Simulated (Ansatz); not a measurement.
CuI (zinc blende)

```xyz
4
Lattice="0.0000 6.0793 6.0793 3.0397 0.0000 3.0397 3.0397 3.0397 0.0000" Properties=species:S:1:pos:R:3 pbc="T T T"
I      4.5595     4.5595     4.5595
I      4.5595     7.5992     7.5992
Cu     0.0000     0.0000     0.0000
Cu     0.0000     3.0397     3.0397
```

In each cell atom 2 (I, nearest neighbour Cu at 2.632 Å; its periodic images, 4.3 Å or more away, move with it) moves by s·(1.000, 0.000, 0.000) (along Cartesian x), the rest being held.

Computed with PBE (plane waves to 420 eV, PAW, scalar-relativistic; Ansatz, a program for electronic structure). k mesh 4×8×8 (Γ-centred), Fermi-Dirac smearing 0.05 eV. Energies are smeared free energies. CuI is run without spin polarisation. CuI was relaxed with its symmetry unable to fall. Spin-orbit coupling is left out, though I is heavy. The zero of ΔE is the undisplaced structure.

```
s (Å)   ΔE (meV/cell)
------  -------------
-0.260          121.4
-0.208           77.7
-0.156           43.7
-0.104           19.4
-0.052            4.9
0.000             0.0
0.052             4.9
0.104            19.5
0.156            44.0
0.208            78.5
0.260        withheld
```

Question: Fit a polynomial form (powers 2, 3, 4) to the given rows and predict ΔE at s = 0.260.

Answer: Least squares on the 10 given rows: ΔE = (1799)·s² + (44.91)·s³ + (124.5)·s⁴, in meV/cell with s in Å; root-mean-square residual 0.03 meV/cell. At 0.260 the fit gives 123.0 meV/cell; the calculation gives 123.0 meV/cell, the same to the digits shown. The quadratic term alone would give 121.6 meV/cell.

(For displaced atoms, the force is minus the slope of the energy, and its curvature is a force constant, which sets phonon frequencies.)
